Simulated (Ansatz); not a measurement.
Tc:
```
Tc
1.0
    2.72982     0.00000     0.00000
   -1.36491     2.36409     0.00000
    0.00000     0.00000     4.36831
Tc
2
Direct
  0.33333   0.66667   0.75000
  0.66667   0.33333   0.25000
```

Relaxed with PBE+D3(BJ). Special points in fractions of this cell's reciprocal vectors: Γ (0.000, 0.000, 0.000); M (0.500, 0.000, 0.000); K (0.333, 0.333, 0.000); A (0.000, 0.000, 0.500); L (0.500, 0.000, 0.500); H (0.333, 0.333, 0.500).

Problem. List the band energies nearest the Fermi level at these points for the program Ansatz at the PBE+D3(BJ) level (PAW).

Solution. In eV from the Fermi level; about four levels below and three above (degenerate sets whole), none deeper than 8.9 eV; … stands for higher levels left out; points with the same levels are listed once.

| k | below | above |
|---|---|---|
| Γ | -0.83 -0.83 -0.14 -0.14 | 1.76 … |
| M | -1.95 -1.13 -0.92 -0.48 | 3.00 3.42 3.44 |
| K | -2.93 -1.90 -1.90 -0.02 | 2.38 2.38 2.80 |
| A | -1.72 -1.72 -1.72 -1.72 | … |
| L | -5.39 -5.39 -3.75 -3.75 | 0.14 0.14 1.47 1.47 |
| H | -1.78 -1.78 -0.09 -0.09 | 2.67 2.67 … |

Space group P6_3/mmc (hcp (Mg type)). Symmetry was held in the PBE+D3(BJ) relaxation. No spin polarisation was allowed. The pairwise dispersion correction was not fitted to metals. Spin–orbit coupling is left out wherever it is not named.

Potentials: the later of the program's two PAW sets.
